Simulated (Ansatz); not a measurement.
Given:

Mg:
```
Mg
1.0
    3.14663     0.00000     0.00000
   -1.57331     2.72506     0.00000
    0.00000     0.00000     5.03825
Mg
2
Direct
  0.33333   0.66667   0.75000
  0.66667   0.33333   0.25000
```

This is the LDA-relaxed structure. x, y and z are the axes in which the lattice vectors are written.

**Question.** All from LDA (plane waves, PAW; program Ansatz), unless another level is named. Predict the bulk modulus (Birch–Murnaghan fit).

**Answer.** 39.6 GPa.

**Question.** And the elastic constants (relaxed ions, GPa)?

**Answer.** C11 = 66.8, C12 = 27.9, C13 = 23.5, C33 = 75.7, C44 = 20.2.

Space group P6_3/mmc (hcp (Mg type)). Symmetry was held in the LDA relaxation. As this level gives no gap, shear constants depend on the k-mesh and smearing (Fermi–Dirac, 0.1 eV here). On the denser mesh and wider smearing of the elastic run this cell carries a stress of 0.5 GPa.

Potentials: the later of the program's two PAW sets.
